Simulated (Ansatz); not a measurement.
SiGeC2:
```cif
data_C2GeSi
_chemical_formula_sum 'Ge1 Si1 C2'
_space_group_name_H-M_alt 'P-4m2'
_space_group_IT_number 115
_space_group_name_Hall 'P -4 -2'
_cell_length_a 3.15594
_cell_length_b 3.15594
_cell_length_c 4.45631
_cell_angle_alpha 90.000
_cell_angle_beta 90.000
_cell_angle_gamma 90.000
loop_
_atom_site_label
_atom_site_type_symbol
_atom_site_symmetry_multiplicity
_atom_site_Wyckoff_symbol
_atom_site_fract_x
_atom_site_fract_y
_atom_site_fract_z
_atom_site_occupancy
Ge1 Ge 1 c 0.50000 0.50000 0.50000 1
Si1 Si 1 a 0.00000 0.00000 0.00000 1
C1 C 2 g 0.00000 0.50000 0.23627 1
```

Relaxed with r²SCAN.

Q: Which orbitals make up the states near the band edges in the program Ansatz at the r²SCAN level (PAW)?

A: Top 1 eV of the valence band: C 2p 82 %, Ge 4p 10 %. Bottom 1 eV of the conduction band: C 2s 27 %, Si 3p 26 %, Ge 4p 24 %, C 2p 7 %, outside the projected shells 13 %. Projections are on Löwdin-orthogonalised atomic valence shells; empty p or d shells of many metals are not among them.

Q: Tabulate the density of states.

A: States/eV per cell of 4 atoms, in 0.25 eV bins, energy from the valence-band maximum.

| E (eV) | total | C 2p | Ge 4p | Si 3p |
|---|---|---|---|---|
| -7.85 | 1.78 | 0.82 | 0.13 | 0.14 |
| -7.60 | 1.33 | 0.62 | 0.11 | 0.11 |
| -7.35 | 1.01 | 0.47 | 0.09 | 0.09 |
| -7.10 | 0.81 | 0.37 | 0.07 | 0.07 |
| -6.85 | 0.67 | 0.31 | 0.06 | 0.07 |
| -6.60 | 0.62 | 0.29 | 0.05 | 0.06 |
| -6.35 | 0.62 | 0.29 | 0.05 | 0.07 |
| -6.10 | 0.57 | 0.28 | 0.04 | 0.07 |
| -5.85 | 0.61 | 0.31 | 0.06 | 0.09 |
| -5.60 | 1.24 | 0.66 | 0.18 | 0.21 |
| -5.35 | 1.24 | 0.68 | 0.20 | 0.22 |
| -5.10 | 1.25 | 0.69 | 0.21 | 0.20 |
| -4.85 | 1.47 | 0.82 | 0.25 | 0.22 |
| -4.60 | 1.47 | 0.83 | 0.24 | 0.22 |
| -4.35 | 1.41 | 0.81 | 0.22 | 0.22 |
| -4.10 | 1.61 | 0.94 | 0.25 | 0.26 |
| -3.85 | 1.97 | 1.18 | 0.29 | 0.33 |
| -3.60 | 1.97 | 1.21 | 0.28 | 0.33 |
| -3.35 | 2.14 | 1.34 | 0.33 | 0.33 |
| -3.10 | 2.07 | 1.32 | 0.31 | 0.31 |
| -2.85 | 2.16 | 1.41 | 0.30 | 0.32 |
| -2.60 | 2.10 | 1.41 | 0.28 | 0.31 |
| -2.35 | 1.89 | 1.29 | 0.25 | 0.25 |
| -2.10 | 1.90 | 1.33 | 0.26 | 0.22 |
| -1.85 | 1.89 | 1.35 | 0.27 | 0.18 |
| -1.60 | 1.72 | 1.26 | 0.26 | 0.13 |
| -1.35 | 1.61 | 1.21 | 0.24 | 0.10 |
| -1.10 | 1.67 | 1.29 | 0.23 | 0.09 |
| -0.85 | 1.05 | 0.84 | 0.11 | 0.06 |
| -0.60 | 0.79 | 0.65 | 0.07 | 0.03 |
| -0.35 | 0.51 | 0.43 | 0.04 | 0.01 |
| -0.10 | 0.11 | 0.10 | 0.01 | 0.00 |
| 0.15 | 0.00 | 0.00 | 0.00 | 0.00 |
| 0.40 | 0.00 | 0.00 | 0.00 | 0.00 |
| 0.65 | 0.00 | 0.00 | 0.00 | 0.00 |
| 0.90 | 0.00 | 0.00 | 0.00 | 0.00 |
| 1.15 | 0.00 | 0.00 | 0.00 | 0.00 |
| 1.40 | 0.00 | 0.00 | 0.00 | 0.00 |
| 1.65 | 0.00 | 0.00 | 0.00 | 0.00 |
| 1.90 | 0.01 | 0.00 | 0.00 | 0.00 |
| 2.15 | 0.08 | 0.00 | 0.02 | 0.02 |
| 2.40 | 0.17 | 0.01 | 0.04 | 0.05 |
| 2.65 | 0.25 | 0.02 | 0.06 | 0.07 |
| 2.90 | 0.33 | 0.03 | 0.08 | 0.09 |
| 3.15 | 0.41 | 0.05 | 0.09 | 0.10 |
| 3.40 | 0.49 | 0.06 | 0.11 | 0.12 |
| 3.65 | 0.61 | 0.09 | 0.13 | 0.15 |
| 3.90 | 0.73 | 0.12 | 0.15 | 0.17 |
| 4.15 | 0.84 | 0.15 | 0.16 | 0.19 |
| 4.40 | 1.02 | 0.20 | 0.19 | 0.22 |
| 4.65 | 1.35 | 0.28 | 0.23 | 0.28 |
| 4.90 | 1.91 | 0.40 | 0.31 | 0.37 |
| 5.15 | 2.07 | 0.48 | 0.30 | 0.39 |
| 5.40 | 2.40 | 0.55 | 0.36 | 0.44 |
| 5.65 | 2.30 | 0.47 | 0.37 | 0.35 |
| 5.90 | 1.47 | 0.30 | 0.25 | 0.17 |
| 6.15 | 1.19 | 0.26 | 0.19 | 0.11 |
| 6.40 | 0.93 | 0.23 | 0.11 | 0.07 |
| 6.65 | 0.99 | 0.24 | 0.11 | 0.08 |

The start of the workflow was typed in or built on a structure type; neither database checked (COD, Materials Project) lists it. Its standing as an ambient phase is unchecked. The r²SCAN relaxation kept the symmetry of its start; whether a distortion lowers the energy is not shown. Spin–orbit coupling is left out wherever it is not named.

Potentials: the later of the program's two PAW sets.
